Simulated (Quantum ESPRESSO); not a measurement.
# Moving one atom in W2Mo2S6PCl

The results below are calculated, not measured. They come from pw.x of Quantum ESPRESSO 7.5, a plane-wave density functional program, with PseudoDojo standard norm-conserving files (v0.5 for PBE, v0.4.1 for LDA and PBEsol). The cells are made up: elements, strain and atom displacements were drawn at random, and nothing was relaxed. There is no spin polarisation, spin-orbit coupling or dispersion term.

The cell has 12 sites of a 2H layered lattice (rectangular cell). Sites 1 to 4 hold W Mo Mo W; sites 5 to 12 hold S S P S S S Cl S. Cell vectors in Å: (3.175, 0.000, 0.000); (0.000, 5.499, 0.000); (0.000, 0.000, 12.579). Settings: PBE, cutoff 1088 eV, 7 x 4 x 2 k mesh shifted by half a step, Fermi-Dirac smearing of 0.025 eV.

Each run shifts the S atom on site 9 along x and leaves all else fixed. Site 4 is one of its nearest neighbours. E is the free energy of the cell above the lowest run shown. The last column is band 53 less band 52 at Gamma, from a band step after each run.

| run | shift (Å) | Fx on site 9 (eV/Å) | Fx on site 4 (eV/Å) | P (GPa) | E (meV) | level step at Gamma (eV) |
| --- | --- | --- | --- | --- | --- | --- |
| 1 | -0.1210 | 1.284 | -1.413 | 5.61 | 91.2 | 0.676 |
| 2 | -0.0692 | 0.816 | -0.974 | 5.54 | 36.8 | 0.676 |
| 4 | 0.0212 | -0.002 | -0.206 | 5.50 | 0.0 | 0.676 |
| 5 | 0.0698 | -0.443 | 0.207 | 5.52 | 10.8 | 0.675 |
| 6 | 0.0807 | -0.542 | 0.300 | 5.53 | 16.2 | 0.675 |
| 7 | 0.0929 | -0.652 | 0.404 | 5.55 | 23.5 | 0.675 |
| 3 | -0.0510 | ? | ? | ? | ? | ? |

A rerun of one of these cells at 1377 eV and k mesh 9 x 6 x 4 moved values by no more than 0.004 eV in the cell's energy, 0.03 GPa in stress and 0.010 eV/Å in force.

## Worked fit

A parabola through the six runs shown gives Fx on site 9 = 0.190 - 9.06 u - 0.1 u² eV/Å, with u in Å and a scatter of 0.001 eV/Å. Minus the slope, 9.06 ± 0.01 eV/Å², is this atom's force constant along x at u = 0, with its periodic images moving too. The fitted force vanishes at u = 0.021 Å, where the energy should be lowest along this line. The error is the larger of the fit's own and the change that a cubic makes, rounded up.

## Withheld run

Question: what Fx on site 9 should run 3 give?

The fit gives 0.652 eV/Å. The calculation gave 0.651 eV/Å.

| run | shift (Å) | Fx on site 9 (eV/Å) | Fx on site 4 (eV/Å) | P (GPa) | E (meV) | level step at Gamma (eV) |
| --- | --- | --- | --- | --- | --- | --- |
| 3 | -0.0510 | 0.651 | -0.820 | 5.52 | 23.4 | 0.676 |